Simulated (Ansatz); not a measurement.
# Calculated ¹¹⁵In nuclear quadrupole resonance for InSe

Cell: a structure deposited in the COD, its atoms then relaxed with PBE in this cell.

Space group P6_3/mmc (No. 194); a = 4.0500, c = 16.9300 Å, γ = 120.00°.

| site | Wyckoff | site symmetry | x | y | z |
| --- | --- | --- | --- | --- | --- |
| In | 4f | 3m. | 0.3333 | 0.6667 | 0.1673 |
| Se | 4f | 3m. | 0.3333 | 0.6667 | 0.5918 |

One atom of each set is listed.

Computed with Ansatz: DFT, PBE, plane waves and PAW, with spin–orbit coupling, 420 eV cutoff, Γ-centred 13×13×3 k-points, Fermi–Dirac smearing 0.05 eV.

¹¹⁵In: I = 9/2, Q = 772.0 mb (year-2017 value). Static lattice, zero field.

Problem. The simulated lines lie at 8.40, 16.8, 25.2, 33.6 MHz. What are |C_Q|, η and |V_zz| at In?

Solution. For I = 9/2 and η = 0 the lines are |C_Q|/24 times 1, 2, 3 and 4; η shifts the lowest up most. Here |C_Q| = 202 MHz, η = 0.00 and |V_zz| = 10.80 × 10²¹ V/m². The calculation gives V_zz negative; the lines don't show the sign. The site has 3 Se at 2.66 Å; also 1 In at 2.80 Å.

An axis of threefold or higher order runs through In, so V_zz lies along it and η is zero.

With a gap of 0.3 eV under a smearing of 0.05 eV the band edges are partly filled, so small gradients can hang on the smearing and the k-mesh.

Hardware: 1 thread of Intel Xeon 6975P-C (Granite Rapids) (x86_64; 16 cores open to the job, memory cap 3.0 GiB, no GPU), a shared host with a load of 0.4 a core. Wall time 4.4 min, CPU time 4.4 min, peak memory 2.3 GiB.
